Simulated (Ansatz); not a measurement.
BaCu4As2 in space group R-3m (No. 166; Cu on 6c, Cu on 6c, Ba on 3a, As on 6c) at seven volumes, plane-wave PAW LDA (Ansatz code), shape and atoms relaxed at each. One row is withheld.

```
V (Å³/atom)  P (GPa)
-----------  -------
15.249         11.29
15.752          6.85
16.254             ?
16.757          0.00
17.260         -2.63
17.763         -4.82
18.265         -6.65
```

Q: Fit the shown pressures and predict the withheld one.

A: P = (3/2)B₀(x^(7/2) − x^(5/2))[1 + (3/4)(B′ − 4)(x − 1)] with x = (V₀/V)^(2/3). Least squares on the six rows gives V₀ = 16.757 Å³/atom, B₀ = 95.2 GPa, B′ = 4.87. At V = 16.254, x = 1.0205 and P = 3.13 GPa. The run itself gave 3.14 GPa.

The workflow started from an entry of the Crystallography Open Database (COD). Its standing as an ambient phase is unchecked. The LDA relaxation kept the symmetry of its start; its stability against distortions is not shown here. No spin polarisation was allowed. Scalar-relativistic: spin–orbit coupling is off unless named, which matters more the heavier the elements.

Potentials: the later of the program's two PAW sets.
